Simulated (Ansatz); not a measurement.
An Ansatz (a program for electronic structure) input:

Ansatz 0.2 input:
```yaml
crystal:
  lattice:
    - [1.9119091105, -5.3480091611, 0.0]
    - [1.9119091105, 5.3480091611, 0.0]
    - [0.0, 0.0, 12.6518127318]
  atoms:
    - { symbol: Si, position: [0.7570241715, 0.2429758285, 0.4451014319] }
    - { symbol: Si, position: [0.2429758285, 0.7570241715, 0.5548985681] }
    - { symbol: Si, position: [0.2429758285, 0.7570241715, 0.9451014319] }
    - { symbol: Si, position: [0.7570241715, 0.2429758285, 0.0548985681] }
    - { symbol: Si, position: [0.4287263039, 0.5712736961, 0.6572022696] }
    - { symbol: Si, position: [0.5712736961, 0.4287263039, 0.3427977304] }
    - { symbol: Si, position: [0.5712736961, 0.4287263039, 0.1572022696] }
    - { symbol: Si, position: [0.4287263039, 0.5712736961, 0.8427977304] }
    - { symbol: Si, position: [0.9711834903, 0.0288165097, 0.4093636244] }
    - { symbol: Si, position: [0.0288165097, 0.9711834903, 0.5906363756] }
    - { symbol: Si, position: [0.0288165097, 0.9711834903, 0.9093636244] }
    - { symbol: Si, position: [0.9711834903, 0.0288165097, 0.0906363756] }
kpoints:
  mp_grid: { grid: [7, 7, 2] }
basis: { xc_grid: 2 }
hamiltonian:
  xc: pbesol
  pseudopotentials: { azcp: { folder: ./paw }, kind: paw }
scf:
  occupations: { method: fixed }
output:
  optics: { e_range: [0.0, 15.0], de: 0.05, sigma: 0.1, bands: { spectra_wanted_up_to: 12 eV } }
```

### Question
How many symmetry operations and irreducible k-points will the run report?

### Answer
8 operations, 32 of 98 k-points.

### Question
With a cutoff of 420 eV, how many plane waves at Γ?

### Answer
5061.

It took roughly 4 core-minutes on shared server cores.

Space group Cmcm. The first step of the workflow began from a Materials Project structure, measured or hypothetical; the Crystallography Open Database copy checked does not list it. It is not the phase usual at ambient conditions (space group No. 227). The PBEsol relaxation kept the symmetry of its start; its stability against distortions is not shown here.

Potentials: the earlier of the program's two PAW sets.

Ansatz is a plane-wave DFT program.
